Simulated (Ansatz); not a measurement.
Given:

GaAs:
```
CELL_PARAMETERS angstrom
      0.00000     2.83325     2.83325
      2.83325     0.00000     2.83325
      2.83325     2.83325     0.00000
ATOMIC_POSITIONS crystal
  As 0.75000 0.75000 0.75000
  Ga 0.00000 0.00000 0.00000
```

This is the r²SCAN-relaxed structure.

**Question.** All from the program Ansatz at the r²SCAN level (PAW), unless another level is named. Estimate the band gap.

**Answer.** 0.96 eV (direct).

**Question.** Predict the hole effective mass, band 2 of 3 at the edge.

**Answer.** 0.34 along [100], 0.34 along [110], 0.79 along [111] (mₑ).

**Question.** And the hole effective mass, band 3 of 3 at the edge?

**Answer.** 0.051 along [100], 0.045 along [110], 0.043 along [111] (mₑ).

**Question.** Give the electron effective mass with spin–orbit coupling.

**Answer.** 0.050 mₑ (isotropic).

Space group F-43m (zinc blende). The r²SCAN relaxation kept the symmetry of its start. Scalar-relativistic: spin–orbit coupling is off unless named, which matters more the heavier the elements.

Potentials: the later of the program's two PAW sets.
